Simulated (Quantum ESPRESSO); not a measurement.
# Convergence of NMR parameters in CO$_{2}$

```
CO2
1.0
    5.49707     0.00000     0.00000
    0.00000     5.49707     0.00000
    0.00000     0.00000     5.49707
C O
4 8
Direct
  0.00000   0.00000   0.00000
  0.50000   0.00000   0.50000
  0.50000   0.50000   0.00000
  0.00000   0.50000   0.50000
  0.12254   0.12254   0.12254
  0.87746   0.87746   0.87746
  0.37746   0.87746   0.62254
  0.62254   0.12254   0.37746
  0.62254   0.37746   0.87746
  0.37746   0.62254   0.12254
  0.87746   0.62254   0.37746
  0.12254   0.37746   0.62254
```
Geometry: a computed entry of the Materials Project; it was not checked against measured cells. It is CO2 in Pa-3; whether this form has been observed was not checked. Stability against distortions was not tested.

Method: σ by PBE GIPAW (a modified build of Quantum ESPRESSO, JTH PAW datasets). The cutoff rises from row to row, with the meshes as listed. Costs are rough, from a shared machine. These are absolute shieldings with no macroscopic susceptibility term; δ = σ_ref − σ needs a reference computed alike. The structure is static (0 K, no zero-point motion).

```json
[
 {"setting": "A", "cutoff (Ha)": "15.5", "k-mesh": "3×3×3 through Γ", "σ_iso O (ppm)": "179.1", "f-sum rule missed by (%)": "0.22", "rough cost ratio": "about 1"},
 {"setting": "B", "cutoff (Ha)": "17.5", "k-mesh": "2×2×2 shifted", "σ_iso O (ppm)": "176.9", "f-sum rule missed by (%)": "0.08", "rough cost ratio": "0.3"},
 {"setting": "C", "cutoff (Ha)": "22.5", "k-mesh": "3×3×3 shifted", "σ_iso O (ppm)": "175.9", "f-sum rule missed by (%)": "0.00", "rough cost ratio": "2"},
 {"setting": "D", "cutoff (Ha)": "32.5", "k-mesh": "4×4×4 shifted", "σ_iso O (ppm)": "176.0", "f-sum rule missed by (%)": "0.00", "rough cost ratio": "2"}
]
```

Largest change from the last row but one to the last: σ_iso O (ppm) by 0.0.
